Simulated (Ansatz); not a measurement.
Ansatz (a first-principles code) input:

Ansatz 0.2 input:
```yaml
crystal:
  lattice:
    - [-1.9938912965, 3.9732253698, 5.1561874555]
    - [1.9938912965, -3.9732253698, 5.1561874555]
    - [1.9938912965, 3.9732253698, -5.1561874555]
  atoms:
    - { symbol: K, position: [0.2943530118, 0.7943530118, 0.5] }
    - { symbol: K, position: [0.7056469882, 0.2056469882, 0.5] }
    - { symbol: Te, position: [0.7790880546, 0.5, 0.2790880546] }
    - { symbol: Te, position: [0.2209119454, 0.5, 0.7209119454] }
    - { symbol: Pt, position: [0.0, 0.0, 0.0] }
kpoints:
  mp_grid: { grid: [8, 8, 8] }
hamiltonian:
  xc: r2scan
  pseudopotentials: { kind: paw }
scf:
  occupations: { method: fixed }
checkpoint: { read: static.run }
output: { write_density: true, elf: true, volumetric_format: npy }
basis: { fft_grid_basis: typed }
```

Output (shortened):

```
Pseudopotential: K, paw, valence charge 9
Pseudopotential: Te, paw, valence charge 16
Pseudopotential: Pt, paw, valence charge 18
Functional definition: r2SCAN
Crystal: 5 atoms, lattice volume = 163.393 Å³
Basis set: ecut = 500 eV, 4159 PW (Γ), exchange–correlation on 200×200×200 points (64 copies of the dense FFT grid, shifted against one another)
Bands: 41, of which v1, the nominal top of the filled ones, is band 34 counted from 1 (33 counted from 0)
Symmetry: 8 space group operations
Space group: Immm (ITA 71), of the structure as read, at distance tolerance 5.5e-5 Å
k-points: 95 of 512
Stability of the state it starts from, as read at its close in the unpolarized treatment …
iter 1 solved again at ethr=1.96e-7 eV; its pass at ethr=3.10e-3 eV (dr2=1.33e-4 eV) is discarded
SCF iter   1: F=—  HF=-29616.201112 eV  |F-HF|=—  |Δ(HF+E_count)|=         —  Δρ=7.22e-7  dr2=9.49e-10  dr2_τ=1.23e-10  ethr=1.96e-7  ⟨swp⟩=3.7  Hψ=23084  notcnv=0  defer=475
preconditioner: auto → Resta (q_TF=auto, 2.357 Å⁻¹)
SCF iter   2: F=—  HF=-29616.201307 eV  |F-HF|=—  |Δ(HF+E_count)|=   1.95e-4  Δρ=6.71e-7  dr2=1.21e-9  dr2_τ=2.70e-10  ethr=1.39e-12  ⟨swp⟩=14.2  Hψ=23954  notcnv=0
SCF iter   3: F=-29616.201307 eV  HF=-29616.201307 eV  |F-HF|=1.31e-10  |Δ(HF+E_count)|=  1.86e-10  Δρ=2.91e-7  dr2=1.74e-10  dr2_τ=2.52e-11  ethr=1.39e-12  ⟨swp⟩=1.0  Hψ=8709  notcnv=0
SCF 1 converged in 3 iterations: F = -29616.201307 eV  dr2 = 1.74e-10
SCF converged after 3 iterations
Free energy (F): -29616.201307 eV
Harris-Foulkes:  -29616.201307 eV  (|F-HF|=1.31e-10)
Internal energy: -29616.201307 eV  (E = F + TS)
E sigma→0 (E₀):  -29616.201307 eV
Fermi energy:    6.947134 eV
--- Per-component energies (eV) ---
  E_band       = -1174.379332
  E_kinetic    = 1509.744293
  E_local      = -7722.185815  (includes V_loc(G=0)·N_el)
  E_nonlocal   = -392.487572
  E_hartree    = 3721.407726
  E_xc         = -749.483126
  E_vxc        = -935.563521  (∫ρ·V_xc dr)
  E_paw        = -20430.762373  (= ΣΔE_a)
  E_vpaw       = -1134.737453  (= ΣTr[D̂ρ^β])
  E_aug_tail   = 0.000078  (compensation charges beyond the density's cutoff)
  E_vtau       = 58.036044  (kinetic-family band-sum trace: ∫τ·v_τ [+ j·A + Jᵃ·Aᵃ] dr)
  E_ewald      = -5552.380365
  E_core_change = -0.054154  (= ΣΔE_core)
  E_smearing   =  0.000000  (= −TS)
  E_closure    =  0.000000  (closes the sum)
  Σ components = -29616.201307   (vs F -29616.201307, Δ=0.00e0)
  [band-id]    e_kinetic+e_local+e_nonlocal+2·e_hartree+e_vxc+e_vpaw+e_augmentation_tail+e_vtau = -1174.378494   (vs E_band -1174.379332, Δ=8.39e-4)
--- Band table (eV; the first three rows and the last of 95) ---
  k-point 0: bands = ["-92.5525", "-46.4329", "-46.3586", "-45.8016", "-30.0521", "-30.0488", "-30.0400", "-30.0301", "-29.9463", "-29.9459", "-29.9403", "-29.9372", "-29.9217", "-29.9155", "-24.6866", "-24.6792", "-7.4602", "-7.4580", "-7.4048", "-7.3838", …
  k-point 1: bands = ["-92.5525", "-46.4333", "-46.3586", "-45.8015", "-30.0515", "-30.0498", "-30.0393", "-30.0297", "-29.9464", "-29.9460", "-29.9404", "-29.9372", "-29.9212", "-29.9156", "-24.6846", "-24.6779", "-7.4575", "-7.4509", "-7.4016", "-7.3918", …
  k-point 2: bands = ["-92.5525", "-46.4344", "-46.3586", "-45.8015", "-30.0523", "-30.0500", "-30.0376", "-30.0285", "-29.9467", "-29.9465", "-29.9404", "-29.9372", "-29.9199", "-29.9159", "-24.6799", "-24.6749", "-7.4632", "-7.4527", "-7.4520", "-7.4226", …
  k-point 94: bands = ["-92.5525", "-46.4329", "-46.3586", "-45.8016", "-30.0521", "-30.0488", "-30.0400", "-30.0301", "-29.9462", "-29.9459", "-29.9403", "-29.9372", "-29.9216", "-29.9155", "-24.6837", "-24.6822", "-7.5446", "-7.4997", "-7.3891", "-7.3720", …
```

Cost: roughly 60 core-seconds on shared cores.

The workflow started from a Materials Project entry (that database holds measured and hypothetical structures alike); the Crystallography Open Database copy checked does not list it. Whether it is the stable phase at ambient conditions was not checked. The r²SCAN relaxation kept the symmetry of its start; whether a distortion lowers the energy is not shown. No spin polarisation was allowed. Scalar-relativistic: spin–orbit coupling is off unless named, which matters more the heavier the elements.

Potentials: the later of the program's two PAW sets.

Ansatz is a plane-wave DFT program.
